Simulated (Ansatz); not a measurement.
# ZrTi3O8 (P-4m2) at 3 levels of theory

One geometry, relaxed with PBE; plane waves with PAW potentials in Ansatz, scalar-relativistic. No spin polarisation. +U rows take U_eff Ti 4.00 eV on the d shells. Gaps are the least over mesh and band path; pressure is positive in compression.

```yaml
crystal:
  lattice:
    - [3.85816, 0.00000, 0.00000]
    - [0.00000, 3.85816, 0.00000]
    - [0.00000, 0.00000, 9.97918]
  atoms:
    - { symbol: Zr, position: [0.50000, 0.50000, 0.50000] }
    - { symbol: Ti, position: [0.00000, 0.00000, 0.00000] }
    - { symbol: Ti, position: [0.00000, 0.50000, 0.23654] }
    - { symbol: Ti, position: [0.50000, 0.00000, 0.76346] }
    - { symbol: O, position: [0.00000, 0.50000, 0.43810] }
    - { symbol: O, position: [0.50000, 0.00000, 0.96109] }
    - { symbol: O, position: [0.00000, 0.00000, 0.19861] }
    - { symbol: O, position: [0.50000, 0.50000, 0.72152] }
    - { symbol: O, position: [0.00000, 0.50000, 0.03891] }
    - { symbol: O, position: [0.50000, 0.00000, 0.56190] }
    - { symbol: O, position: [0.00000, 0.00000, 0.80139] }
    - { symbol: O, position: [0.50000, 0.50000, 0.27848] }
```

```json
{"level": "PBE", "cutoff (eV)": "420", "k mesh": "8×8×4", "gap (eV)": "2.09", "pressure (GPa)": "0.0"}
```

Problem. What comes out on the same cell with PBE+U, PBEsol?

Solution.
```tsv
level	cutoff (eV)	k mesh	gap (eV)	pressure (GPa)
PBE+U	420	8×8×4	2.57	2.1
PBEsol	420	8×8×4	2.05	-5.6
```

The cell was found from a structure generator's guess, not taken from experiment.
